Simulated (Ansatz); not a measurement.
An Ansatz (a program for electronic structure) run. Input:

Ansatz 0.2 input:
```yaml
crystal:
  lattice:
    - [0.0, 2.3920590163, 2.3920590163]
    - [2.3920590163, 0.0, 2.3920590163]
    - [2.3920590163, 2.3920590163, 0.0]
  atoms:
    - { symbol: Ca, position: [0.0, 0.0, 0.0] }
    - { symbol: O, position: [0.5, 0.5, 0.5] }
kpoints:
  mp_grid: { grid: [7, 7, 7] }
hamiltonian:
  xc: hse06
  pseudopotentials: { kind: paw }
scf:
  n_extra_bands: 6
  occupations: { method: fixed }
output:
  eigenvalues: true
  eigenstates:
    e_range: [-9.0, 14.3]
    kpoints:
      - [0.0, 0.0, 0.0]  # VBM
      - [0.0, 0.5, 0.5]  # CBM
      - [0.0, 0.0, 0.0]  # GAMMA
      - [0.5, 0.0, 0.5]  # X
      - [0.5, 0.5, 0.5]  # L
      - [0.5, 0.25, 0.75]  # W
      - [0.375, 0.375, 0.75]  # K
      - [0.625, 0.25, 0.625]  # U
```

Output (shortened):

```
Pseudopotential: Ca, paw, valence charge 10
Pseudopotential: O, paw, valence charge 6
Functional definition: HSE06
davidson cushion auto → on  (no smearing: the cushion is to keep the highest requested band from converging to the state above it …
Crystal: 2 atoms, lattice volume = 27.374 Å³
Basis set: ecut = 420 eV, 531 PW (Γ)
Bands: 14, of which v1, the nominal top of the filled ones, is band 8 counted from 1 (7 counted from 0)
Symmetry: 48 space group operations
Space group: Fm-3m (ITA 225), of the structure as read, at distance tolerance 3.0e-5 Å
k-points: 20 of 343
SCF iter   1: F=—  HF=-2387.715605 eV  |F-HF|=—  |Δ(HF+E_count)|=         —  Δρ=6.44e-4  dr2=6.47e-5  ethr=1.77e-3  ⟨swp⟩=2.0  Hψ=2092  notcnv=0
preconditioner: auto → none
SCF iter   2: F=-2387.715801 eV  HF=-2387.715757 eV  |F-HF|=4.44e-5  |Δ(HF+E_count)|=   1.52e-4  Δρ=3.80e-4  dr2=1.62e-5  ethr=4.04e-7  ⟨swp⟩=3.8  Hψ=920  notcnv=0
SCF 1 stopped early in 2 iterations: F = -2387.715801 eV  dr2 = 1.62e-5
Crystal: 2 atoms, lattice volume = 27.374 Å³
Exchange kernel: α = 0.2500, screened, ω = 0.2079 Å⁻¹, Wigner–Seitz truncation, v(0) = 1046.5700 eV·Å³, q-mesh 7×7×7, nearest image of the exchange supercell L …
Frozen-core exchange: fock
SCF iter   1: F=—  HF=-2388.315611 eV  |F-HF|=—  |Δ(HF+E_count)|=         —  Δρ=1.01e-2  dr2=4.59e-2  ethr=1.01e-6  ⟨swp⟩=7.0  Hψ=1527  notcnv=0
preconditioner: auto → none
SCF iter   2: F=—  HF=-2388.305281 eV  |F-HF|=—  |Δ(HF+E_count)|=   1.03e-2  Δρ=9.85e-3  dr2=1.86e-2  ethr=1.01e-6  ⟨swp⟩=5.0  Hψ=1227  notcnv=0
SCF iter   3: F=—  HF=-2388.301285 eV  |F-HF|=—  |Δ(HF+E_count)|=   4.00e-3  Δρ=2.36e-3  dr2=1.73e-3  ethr=1.01e-6  ⟨swp⟩=4.0  Hψ=1078  notcnv=0
SCF iter   4: F=—  HF=-2388.306533 eV  |F-HF|=—  |Δ(HF+E_count)|=   5.25e-3  Δρ=9.93e-4  dr2=3.72e-4  ethr=1.01e-6  ⟨swp⟩=4.0  Hψ=983  notcnv=0
iter 5 solved again at ethr=3.34e-8 eV; its pass at ethr=1.01e-6 eV (dr2=5.34e-6 eV) is discarded
SCF iter   5: F=—  HF=-2388.306425 eV  |F-HF|=—  |Δ(HF+E_count)|=   1.08e-4  Δρ=1.71e-4  dr2=8.25e-6  ethr=3.34e-8  ⟨swp⟩=2.1  Hψ=1362  notcnv=0
SCF iter   6: F=-2388.306425 eV  HF=-2388.306425 eV  |F-HF|=6.62e-8  |Δ(HF+E_count)|=   3.64e-7  Δρ=2.94e-5  dr2=2.91e-6  ethr=3.34e-8  ⟨swp⟩=2.0  Hψ=640  notcnv=0
SCF 2 stopped early in 6 iterations: F = -2388.306425 eV  dr2 = 2.91e-6
hybrid outer 1: dexx = +6.107e-3 eV, tail = 1.55e-5 eV
Crystal: 2 atoms, lattice volume = 27.374 Å³
Exchange kernel: α = 0.2500, screened, ω = 0.2079 Å⁻¹, Wigner–Seitz truncation, v(0) = 1046.5700 eV·Å³, q-mesh 7×7×7, nearest image of the exchange supercell L …
Frozen-core exchange: fock
SCF iter   1: F=—  HF=-2388.306479 eV  |F-HF|=—  |Δ(HF+E_count)|=         —  Δρ=1.36e-4  dr2=2.51e-6  ethr=4.85e-7  ⟨swp⟩=3.0  Hψ=710  notcnv=0
preconditioner: auto → none
iter 2 solved again at ethr=5.58e-11 eV; its pass at ethr=1.53e-8 eV (dr2=8.93e-9 eV) is discarded
SCF iter   2: F=-2388.306478 eV  HF=-2388.306478 eV  |F-HF|=1.05e-8  |Δ(HF+E_count)|=   6.84e-7  Δρ=1.30e-5  dr2=3.12e-8  ethr=5.58e-11  ⟨swp⟩=4.0  Hψ=1579  notcnv=0
SCF 3 converged in 2 iterations: F = -2388.306478 eV  dr2 = 3.12e-8
hybrid outer 2: dexx = +3.081e-7 eV, tail = 6.82e-8 eV, Δε = 1.26e-3 eV (about 1.04e-4 eV left of the loop's levels)
the search or the solves at the SCF's close seem to have found levels that the self-consistency loop had missed (the run counts 1) …
NSCF: frozen V_eff on 8 k-points
hybrid SCF converged: 2 outer / 8 inner (+2 warm-up), last move |dexx| = 3.08e-7 eV, tail = 6.82e-8 eV
Stability not checked (fock_operator)
Free energy (F): -2388.306479 eV
Frozen-core exchange: fock
Harris-Foulkes:  -2388.306479 eV  (|F-HF|=1.05e-8)
Internal energy: -2388.306479 eV  (E = F + TS)
E sigma→0 (E₀):  -2388.306479 eV
Fermi energy:    6.779799 eV
--- Per-component energies (eV) ---
  E_band       = -130.209046
  E_kinetic    = 457.631065
  E_local      = -883.308805  (includes V_loc(G=0)·N_el)
  E_nonlocal   = 110.015776
  E_hartree    = 293.388585
  E_xc         = -170.734090
  E_vxc        = -213.089349  (∫ρ·V_xc dr)
  E_exx        = -48.357538  (= α·E_x^exact, valence–valence)
  E_paw        = -1011.573002  (= ΣΔE_a)
  E_vpaw       = -91.521686  (= ΣTr[D̂ρ^β])
  E_aug_tail   = 0.002400  (compensation charges beyond the density's cutoff)
  E_ewald      = -1135.191985
  E_core_change = -0.178885  (= ΣΔE_core)
  E_smearing   =  0.000000  (= −TS)
  E_closure    =  0.000000  (closes the sum)
  Σ components = -2388.306479   (vs F -2388.306479, Δ=0.00e0)
  [band-id]    e_kinetic+e_local+e_nonlocal+2·e_hartree+e_vxc+2·e_exx+e_vpaw+e_augmentation_tail = -130.208504   (vs E_band -130.209046, Δ=5.42e-4)
--- Band table (eV; the first three rows and the last of 20) ---
  k-point 0: bands = ["-33.3565", "-12.6339", "-12.6339", "-12.6339", "-10.2690", "6.7798", "6.7798", "6.7798", "13.1495", "15.0109", "15.0109", "15.0109", "16.6562", "16.6562"]
  k-point 1: bands = ["-33.3356", "-12.9833", "-12.6437", "-12.6437", "-9.9019", "6.0902", "6.5018", "6.5018", "14.0432", "14.9284", "15.3918", "15.3918", "17.1766", "17.1766"]
  k-point 2: bands = ["-33.2881", "-13.5654", "-12.6653", "-12.6653", "-9.2762", "4.8688", "5.9480", "5.9480", "15.0552", "15.8396", "16.3589", "16.3589", "18.3807", "18.3807"]
  k-point 19: bands = ["-33.2123", "-13.3297", "-13.1200", "-12.9051", "-9.4585", "5.2318", "5.5633", "5.7539", "14.5504", "15.7100", "17.5509", "18.5592", "19.2186", "22.7600"]
```

Cost: around 90 core-seconds (rough) on shared cores.

The points marked VBM and CBM come from a semilocal run.

The r²SCAN+D4 relaxation kept the symmetry of its start.

Potentials: the later of the program's two PAW sets.

Ansatz is a plane-wave DFT program.
